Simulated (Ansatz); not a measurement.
SiW2 in space group P6_3/mmc (No. 194; Si on 2c, W on 2a, W on 2d) at seven volumes, the program Ansatz at the PBE level (PAW), shape and atoms relaxed at each. One row is withheld.

```tsv
V (Å³/atom)	P (GPa)
13.607	28.88
14.056	17.64
14.504	8.10
14.953	0.00
15.402	-6.89
15.850	?
16.299	-17.83
```

**Question.** Fit the shown pressures and predict the withheld one.

**Answer.** P = (3/2)B₀(x^(7/2) − x^(5/2))[1 + (3/4)(B′ − 4)(x − 1)] with x = (V₀/V)^(2/3). Least squares on the six rows gives V₀ = 14.953 Å³/atom, B₀ = 249 GPa, B′ = 4.35. At V = 15.850, x = 0.9619 and P = -12.78 GPa. The run itself gave -12.80 GPa.

The cell is a constructed one: a structure type filled with these elements; neither database checked (COD, Materials Project) lists it. Whether it is the stable phase at ambient conditions was not checked. The cell was relaxed with PBE under the symmetry of its start; whether a distortion lowers the energy is not shown. The run is not spin-polarised. Spin–orbit coupling is left out wherever it is not named.

Potentials: the later of the program's two PAW sets.
